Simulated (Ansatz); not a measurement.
**Spin-resolved density of states of MnZn₃ (Pm-3m)**

The geometry is a structure as deposited in COD, held fixed and not relaxed.

Functional, mesh and filling: PBEsol, 7×7×7 k mesh, Fermi–Dirac smearing of 0.03 eV. LAPW is all-electron LAPW in Ansatz 0.2.0. Site moments are integrated in spheres about the atoms. DFT+U (Dudarev's form): U = 4.0 eV on Mn d.

The run was typed so:

```yaml
crystal:
  lattice:
    - [3.86, 0.0, 0.0]
    - [0.0, 3.86, 0.0]
    - [0.0, 0.0, 3.86]
  atoms:
    - { symbol: Mn, position: [0.0, 0.0, 0.0], spin: 4.0 }
    - { symbol: Zn, position: [0.0, 0.5, 0.5] }
    - { symbol: Zn, position: [0.5, 0.0, 0.5] }
    - { symbol: Zn, position: [0.5, 0.5, 0.0] }
magnetization:
  spin_polarized: true
kpoints:
  mp_grid: { grid: [7, 7, 7] }
scf:
  occupations: { method: fermi_dirac, width: 0.03 }
hamiltonian:
  xc: pbesol
  pseudopotentials: { kind: all_electron, lapw: { basis_error: 0.001 } }
  hubbard: { sites: [{ species: Mn, l: d, u_eff: 4 }] }
output:
  forces: true
  stress: true
  eigenvalues: true
  hubbard: { sites: [{ species: Mn, l: d }] }
  populations: true
  dos: { projected: true, de: 0.1, e_range: [-10, 8] }
```

Command: `ansatz run input.yaml --threads 2 --pin off --max-ram 6144MiB --backend cpu --events-out ev --progress --plain --runs-dir out`

Density of states, smoothed by a Gaussian of 0.15 eV:

```
E − E_F (eV)  majority (states/eV/cell)  minority (states/eV/cell)
       -7.00                       6.95                       6.79
       -6.75                       2.00                       1.88
       -6.50                       0.72                       0.48
       -6.25                       1.08                       0.41
       -6.00                       1.11                       0.39
       -5.75                       2.23                       0.34
       -5.50                       6.63                       0.36
       -5.25                       5.22                       0.40
       -5.00                       2.58                       0.44
       -4.75                       0.96                       0.47
       -4.50                       0.64                       0.50
       -4.25                       0.73                       0.52
       -4.00                       0.63                       0.51
       -3.75                       0.52                       0.48
       -3.50                       0.44                       0.48
       -3.25                       0.34                       0.51
       -3.00                       0.35                       0.55
       -2.75                       0.45                       0.62
       -2.50                       0.43                       0.68
       -2.25                       0.51                       0.64
       -2.00                       0.70                       0.62
       -1.75                       0.71                       0.61
       -1.50                       0.62                       0.64
       -1.25                       0.53                       0.82
       -1.00                       0.52                       0.86
       -0.75                       0.51                       0.81
       -0.50                       0.53                       0.91
       -0.25                       0.58                       1.04
        0.00                       0.56                       1.25
        0.25                       0.58                       1.34
        0.50                       0.56                       1.13
        0.75                       0.49                       0.92
        1.00                       0.48                       0.86
        1.25                       0.51                       0.85
        1.50                       0.54                       0.72
        1.75                       0.56                       1.23
        2.00                       0.55                       2.26
        2.25                       0.57                       3.10
        2.50                       0.61                       3.06
        2.75                       0.65                       1.25
        3.00                       0.71                       0.72
        3.25                       0.76                       1.08
        3.50                       0.71                       1.34
        3.75                       0.81                       1.17
        4.00                       0.86                       1.07
        4.25                       0.69                       1.01
        4.50                       0.54                       1.02
```

Q: What spin moment does the cell carry?

A: 3.93 μB. Site moments (μB): Mn1 4.20, Zn2 -0.09, Zn3 -0.09, Zn4 -0.09.

Löwdin populations of d and f shells (filled inner shells left out):

```json
{"shell": "Mn1 3d", "up": "4.91", "down": "0.69"}
```

Further occupied bands lie below the window, the nearest with its top at -7.1 eV.

The magnetic state is the one that this cell and start allow. It needn't be the compound's measured order, which may need a larger cell or be absent.
